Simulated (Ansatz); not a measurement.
## 4 guesses for Ga2Te2S and where they end

Computed with DFT PBE, scalar-relativistic, plane waves, PAW in Ansatz. All cells share a 420 eV cutoff and Γ-centred k meshes spaced at most about 0.3 Å⁻¹ (about 0.25 or finer for metals, 2π included). No spin polarisation in the final relaxations.

Each guess was relaxed in cell and atoms at zero pressure, within the symmetry of its start. All energies are static (0 K, no zero-point motion). Coordination counts S or Te atoms around Ga (for each partner element, those within 1.25 times its shortest distance or 1.15 times the sum of covalent radii, where it is the nearest in units of that sum or under 1.3).

```json
{"guess": "1", "made from": "SrMg2Sb2 type", "start group": "P-3m1", "V start (Å³/atom)": "31.7", "end group": "P-3m1", "V end (Å³/atom)": "25.3", "coordination at the end": "Ga 4", "gap on mesh (eV)": "0", "E over the lowest end (meV/atom)": "239"}
{"guess": "2", "made from": "PrNi2Ge2 type", "start group": "I4/mmm", "V start (Å³/atom)": "24.6", "end group": "I4/mmm", "V end (Å³/atom)": "25.6", "coordination at the end": "Ga 4", "gap on mesh (eV)": "0", "E over the lowest end (meV/atom)": "327"}
{"guess": "3", "made from": "PrSi2Ag2 type", "start group": "I4/mmm", "V start (Å³/atom)": "24.8", "end group": "?", "V end (Å³/atom)": "?", "coordination at the end": "?", "gap on mesh (eV)": "?", "E over the lowest end (meV/atom)": "?"}
{"guess": "4", "made from": "random cell", "start group": "P4mm", "V start (Å³/atom)": "27.8", "end group": "P4/mmm", "V end (Å³/atom)": "31.3", "coordination at the end": "Ga 6", "gap on mesh (eV)": "0", "E over the lowest end (meV/atom)": "0"}
```

Guess 3 as it starts:

```
CELL_PARAMETERS angstrom
-2.31201 2.31201 5.80689
2.31201 -2.31201 5.80689
2.31201 2.31201 -5.80689
ATOMIC_POSITIONS crystal
Ga 0.60884 0.60884 0.00000
Ga 0.39116 0.39116 0.00000
Te 0.75000 0.25000 0.50000
Te 0.25000 0.75000 0.50000
S 0.00000 0.00000 0.00000
```

Question: Fill in the missing row: what does this guess relax into, and where does it rank?

Answer: It ends in space group I4/mmm (No. 139), with a = 5.706 Å, c = 7.516 Å, 24.5 Å³/atom and no gap. It lies 238 meV/atom over the lowest end, above guess 4 and within the noise of guess 1. Counting S or Te atoms around Ga, this end has Ga 5 and the lowest (guess 4) has Ga 6.

```
Ga Te S
1.0
    -2.85297    2.85297    3.75802
     2.85297   -2.85297    3.75802
     2.85297    2.85297   -3.75802
Ga Te S
2 2 1
Direct
  0.67704 0.67704 0.00000
  0.32296 0.32296 0.00000
  0.75000 0.25000 0.50000
  0.25000 0.75000 0.50000
  0.00000 0.00000 0.00000
```

The zero of energy is the elements' standard structures at the same level; no fitted shifts are applied.

Question: Is the lowest end bound against the elements?

Answer: Yes: its formation energy is −0.17 eV/atom. Whether it is stable depends on the other phases of the system, which aren't compared here.

The k mesh leaves some 4 meV/atom of noise in the energy of each metallic cell. These runs have no spin–orbit coupling, which can matter for Te. The zero gap of P-3m1 may come from the functional, which often closes small gaps. The reference forms of S and Te are held partly by dispersion forces, which this level lacks. Cells relaxed within their symmetry can be saddle points. A lower structure may well exist outside this small set. Some structure types and database cells were kept out of the candidates from the start, so a known form may be missing.
